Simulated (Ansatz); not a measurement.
Level: r2SCAN, no spin polarisation; 500 eV; 9×9×9 Γ-centred mesh; fermi-dirac occupations (width 0.0511 eV); Ansatz 0.2.0, fixed geometry.

Computed maps in the lattice plane spanned by a (left to right, 3.96 Å, 12 points from zero) and b (bottom to top, 3.96 Å, 12 points from zero), 90° apart, at height 0.500 along c. The fields are smooth PAW ones with compensation charges, not the true ones near nuclei.

Valence density. Digits on a logarithmic scale: 0 up to 0.03 e/Å³, each further digit a factor of 1.6, 9 from 1.3 e/Å³ up:
```
579997555555
699999655555
699999655555
699999655555
579997555555
556665556665
555555579997
655555699999
655555699999
655555699999
555555579997
556665556665
```

Q: The cell is YSi₂Ni₂. Which atoms lie within 0.2 Å of this plane, and where (fractions of a and b)?

A: Ni at (0.25, 0.75), Ni at (0.75, 0.25). The whole cell:
```
Si Ni Y
1.0
     0.00000    3.96034    0.00000
     3.96034    0.00000    0.00000
     1.98017    1.98017   -4.70993
Si Ni Y
2 2 1
Direct
  0.37080 0.37080 0.25840
  0.62920 0.62920 0.74160
  0.25000 0.75000 0.50000
  0.75000 0.25000 0.50000
  0.00000 0.00000 0.00000
```

Origin: a known structure type with other elements, at an estimated volume, so it need not be a known compound. Caveats: no spin polarisation, so a magnetic state may lie lower.
